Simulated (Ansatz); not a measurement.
MoP2 in space group Cmc2_1 (No. 36; Mo on 4a, P on 4a, P on 4a) at seven volumes, the program Ansatz at the PBEsol level (PAW), shape and atoms relaxed at each. One row is withheld.

```tsv
V (Å³/atom)	P (GPa)
13.073	21.34
13.504	13.20
13.935	6.13
14.366	0.00
14.797	?
15.228	-9.76
15.659	-13.58
```

Question: Fit the shown pressures and predict the withheld one.

Answer: Third-order Birch–Murnaghan: P = (3/2)B₀(x^(7/2) − x^(5/2))[1 + (3/4)(B′ − 4)(x − 1)] with x = (V₀/V)^(2/3). Least squares on the six rows gives V₀ = 14.368 Å³/atom, B₀ = 187.6 GPa, B′ = 3.95. At V = 14.797, x = 0.9806 and P = -5.21 GPa. The run itself gave -5.27 GPa.

The workflow started from a Materials Project entry (that database holds measured and hypothetical structures alike); the Crystallography Open Database copy checked does not list it. Its standing as an ambient phase is unchecked. The cell was relaxed with PBEsol under the symmetry of its start; its stability against distortions is not shown here. No spin polarisation was allowed.

Potentials: the earlier of the program's two PAW sets. The files were generated under PBE; for other functionals the program regenerates the frozen cores, and for LDA and PBEsol the local potential too.
